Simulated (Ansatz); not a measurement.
## HgF4, a known structure type with other elements, at an estimated volume

```
F Hg
1.0
     0.00000    4.16605    0.00000
     4.16605    0.00000    0.00000
     2.08303    2.08303   -3.93848
F Hg
4 1
Direct
  0.24500 0.24500 0.51000
  0.75500 0.75500 0.49000
  0.50000 0.00000 0.00000
  0.00000 0.50000 0.00000
  0.00000 0.00000 0.00000
```

The numbers come from plane-wave PAW DFT (Ansatz): PBE, no spin polarisation, 420 eV, 7×7×7 Γ-centred k points, cold occupations (width 0.037 eV). Nothing was relaxed.

Is the cell too large or too small?

The pressure is 7.6 GPa (compression positive), so with the atoms held at these fractions the cell would first expand. The principal stresses 5.4, 8.7, 8.7 GPa differ, so its shape would change too.

What happens at the Fermi level?

It is a metal, with about 1.6 states/eV a cell as the mean within 0.25 eV of the Fermi level, mostly F p (76 %) and Hg d (21 %).

What do density and ELF say about some of the short contacts?

F–Hg at 1.93 Å: least valence density 1.01 e/Å³ and ELF 0.30 there. These are pseudo-fields; inside the PAW spheres they differ from the all-electron ones.

Give the Bader charges.

Bader charges in e: Hg +1.88, F -0.49 to -0.45. In the mean Hg gives up most and F takes most.

Origin: a known structure type with other elements, at an estimated volume, so it need not be a known compound. Caveats: many states at the Fermi level without spin polarisation, so a magnetic state may lie lower.
